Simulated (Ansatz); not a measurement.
## Pt (Im-3m), clamped-ion strain scan

Level of theory: Ansatz, DFT r2SCAN, scalar-relativistic, plane waves, PAW. Settings: plane waves to 500 eV, k-mesh 22×22×22 (Γ-centred), Gaussian smearing 0.15 eV. Spin–orbit coupling is left out, which can shift energies with elements as heavy as these. No spin polarisation. Energies are free energies at this smearing, counted from the undisturbed cell; pressure is positive in compression.

The starting cell (as given, not relaxed at this level; it stands at -6.5 GPa; this bcc form isn't the usual structure):

```
CELL_PARAMETERS angstrom
-1.58422 1.58422 1.58422
1.58422 -1.58422 1.58422
1.58422 1.58422 -1.58422
ATOMIC_POSITIONS crystal
Pt 0.00000 0.00000 0.00000
```

The cell is strained by ε times the Voigt pattern (1, -1, 0, 0, 0, 0) (xx, yy, zz, yz, xz, xy; engineering shear) with fractional coordinates fixed. The cell is metallic on the mesh throughout.

| ε | ΔE (meV/atom) | stress summed along the pattern (GPa, tension positive) | pressure (GPa) |
| --- | --- | --- | --- |
| -0.0400 | -14.5 | 6.36 | -6.4 |
| -0.0200 | ? | 3.52 | ? |
| 0.0000 | 0.0 | 0.00 | -6.5 |
| 0.0100 | -0.9 | -1.77 | -6.5 |
| 0.0300 | -8.4 | -5.06 | -6.5 |

All sampled points lie below the start, which is a maximum along this line.

(1) Give the withheld values.

Results:

(1) ΔE (meV/atom) at ε = -0.0200: -3.8; pressure (GPa) at ε = -0.0200: -6.5.